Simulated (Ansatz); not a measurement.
## In4Sb3As: stable or not

It was reached by relaxing an invented guess, and it needn't be the stable form of this composition.

All numbers below come from DFT PBE, scalar-relativistic, plane waves, PAW in Ansatz. Settings of the last relaxation (8-atom cell): 420 eV, 6×6×6 k points, Gaussian smearing of 0.10 eV, no spin polarisation.

```xyz
8
Lattice="6.5262 0.0000 0.0000 0.0000 6.5262 0.0000 0.0000 0.0000 6.5262" Properties=species:S:1:pos:R:3 pbc="T T T"
In    1.5771    4.9490    1.5771
In    1.5771    1.5771    4.9490
In    4.9490    4.9490    4.9490
In    4.9490    1.5771    1.5771
Sb    0.0000    3.2631    3.2631
Sb    3.2631    3.2631    0.0000
Sb    3.2631    0.0000    3.2631
As    0.0000    0.0000    0.0000
```

The zero of energy is the elements' standard structures at the same level; no fitted shifts are applied.

Problem. These tests were run: energy against the elements; random kick, then relaxation without symmetry; phonons at Γ; elastic tensor. What do they show?

Solution.

```
                                         test                       result
                  energy against the elements                −0.14 eV/atom
random kick, then relaxation without symmetry                      returns
                                 phonons at Γ  lowest optical mode 40 cm⁻¹
                               elastic tensor      least eigenvalue 26 GPa
```

It fails none of these tests. Whether a mixture of other phases lies lower isn't tested here. Phonons away from Γ weren't computed.

These runs have no spin–orbit coupling, which can matter for Sb. The reference form of As is held partly by dispersion forces, which this level lacks. The kick test ran on a coarse mesh. The run for the phonons used a 6×6×6 k mesh and Fermi–Dirac smearing of 0.15 eV. The run for the elastic tensor used a 6×6×6 k mesh and Fermi–Dirac smearing of 0.15 eV.
